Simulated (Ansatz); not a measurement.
According to PBEsol (plane waves, PAW; program Ansatz), Tc in the hcp (Mg type) structure (P6_3/mmc) relaxes to a = 2.724 Å, c = 4.358 Å. Tc has 12 nearest neighbours from 2.69 Å (anticuboctahedral).

Electronic character: metallic (no gap).

The cell was relaxed with PBEsol under the symmetry of its start. The run is not spin-polarised. Axis ratios of metals converge slowly with the k-mesh, so a and c are less sure than the volume. Spin–orbit coupling is left out wherever it is not named.

Potentials: the earlier of the program's two PAW sets (Tc and Pm come from another file). The files were generated under PBE; for other functionals the program regenerates the frozen cores, and for LDA and PBEsol the local potential too.
